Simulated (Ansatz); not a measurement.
Sn:
```yaml
crystal:
  lattice:
    - [0.00000, 3.27062, 3.27062]
    - [3.27062, 0.00000, 3.27062]
    - [3.27062, 3.27062, 0.00000]
  atoms:
    - { symbol: Sn, position: [0.50000, 0.50000, 0.50000] }
    - { symbol: Sn, position: [0.75000, 0.75000, 0.75000] }
```

Relaxed with PBEsol. Special points in fractions of this cell's reciprocal vectors: Γ (0.000, 0.000, 0.000); X (0.500, 0.000, 0.500); U (0.625, 0.250, 0.625); K (0.375, 0.375, 0.750); L (0.500, 0.500, 0.500); W (0.500, 0.250, 0.750).

Q: List the band energies nearest the Fermi level at these points for the program Ansatz at the PBEsol level (PAW).

A: In eV from the Fermi level; about four levels below and three above (degenerate sets whole), none deeper than 8.9 eV; points with the same levels are listed once.

| k | below | above |
|---|---|---|
| Γ | -0.83 | 0.12 0.12 0.12 |
| X | -7.42 -7.42 -2.36 -2.36 | 0.81 0.81 7.59 7.59 |
| U | -7.82 -6.95 -3.26 -2.01 | 1.09 3.32 5.65 |
| L | -6.20 -1.05 -1.05 -0.08 | 3.23 3.23 5.57 |
| W | -7.37 -7.37 -2.93 -2.93 | 3.35 3.35 4.00 4.00 |

Space group Fd-3m (diamond). This is a known low-temperature phase of the composition, computed here at zero pressure and temperature. Symmetry was held in the PBEsol relaxation; whether a distortion lowers the energy is not shown. Scalar-relativistic: spin–orbit coupling is off unless named, which matters more the heavier the elements.

Potentials: the earlier of the program's two PAW sets. The files were generated under PBE; for other functionals the program regenerates the frozen cores, and for LDA and PBEsol the local potential too.
